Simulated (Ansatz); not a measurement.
Li:
```
CELL_PARAMETERS angstrom
      0.00000     2.96429     2.96429
      2.96429     0.00000     2.96429
      2.96429     2.96429     0.00000
ATOMIC_POSITIONS crystal
  Li 0.25000 0.25000 0.25000
  Li 0.00000 0.00000 0.00000
```

Relaxed with r²SCAN.

Problem. List the phonon frequencies at the special points (DFPT on a 4×4×4 q-mesh, Fourier-interpolated; r²SCAN (plane waves, PAW; program Ansatz)).

Solution. In cm⁻¹.

```json
[
 {"q": "Γ", "frequencies": "0 0 0 299 299 299"},
 {"q": "X", "frequencies": "226i 226i 177 177 371 371"},
 {"q": "U", "frequencies": "224i 213i 132 225 361 366"},
 {"q": "K", "frequencies": "224i 213i 132 225 361 366"},
 {"q": "L", "frequencies": "163i 163i 155i 292 356 356"},
 {"q": "W", "frequencies": "221i 221i 188 188 363 363"}
]
```

Space group Fd-3m (diamond). The cell is a constructed one: a structure type filled with these elements; neither database checked (COD, Materials Project) lists it. It is not the phase usual at ambient conditions (space group No. 229). Symmetry was held in the r²SCAN relaxation. At this level the phase is dynamically unstable (imaginary phonons). As this level gives no gap, phonon frequencies hold no LO–TO term and depend on the k-mesh and smearing (Fermi–Dirac, 0.1 eV here).

Potentials: the later of the program's two PAW sets.
